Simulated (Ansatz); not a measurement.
Relaxed-ion elastic tensor of CaO (rock salt, space group No. 225) in GPa (Voigt order), the program Ansatz at the PBE level (PAW); density 3.30 g/cm³, 14.09 Å³ per atom.

```
 201  57.6  57.6   0.0   0.0   0.0
57.6   201  57.6   0.0   0.0   0.0
57.6  57.6   201   0.0   0.0   0.0
 0.0   0.0   0.0  75.8   0.0   0.0
 0.0   0.0   0.0   0.0  75.8   0.0
 0.0   0.0   0.0   0.0   0.0  75.8
```

Question: Is the crystal mechanically stable?

Answer: Yes: the smallest eigenvalue of C is 75.8 GPa.

Question: Work out the Voigt, Reuss and Hill averages.

Answer: K_V = 106, K_R = 106, K_H = 106; G_V = 74.3, G_R = 74.2, G_H = 74.2 GPa.

Question: Give Young's modulus, Poisson's ratio, Pugh's ratio and the universal anisotropy index.

Answer: E = 9KG/(3K + G) = 180 GPa; ν = 0.22; K/G = 1.42 (brittle by the Pugh limit of 1.75); A_U = 5G_V/G_R + K_V/K_R − 6 = 0.00.

Question: Estimate the sound speeds and the Debye temperature.

Answer: v_l = √((K + 4G/3)/ρ) = 7870 m/s, v_t = √(G/ρ) = 4740 m/s, mean 5240 m/s; Θ = (h/k)(3n/4πV)^(1/3) v_m = 646 K.

Question: Give the Zener ratio and Young's modulus along [100], [110] and [111].

Answer: A = 2C44/(C11 − C12) = 1.05; 1/E = S11 − 2(S11 − S12 − S44/2)Γ with Γ = 0, 1/4, 1/3 gives 176, 182, 184 GPa.

Space group Fm-3m (rock salt). Symmetry was held in the PBE relaxation; phonons on a q-mesh show no instability.

Potentials: the later of the program's two PAW sets.
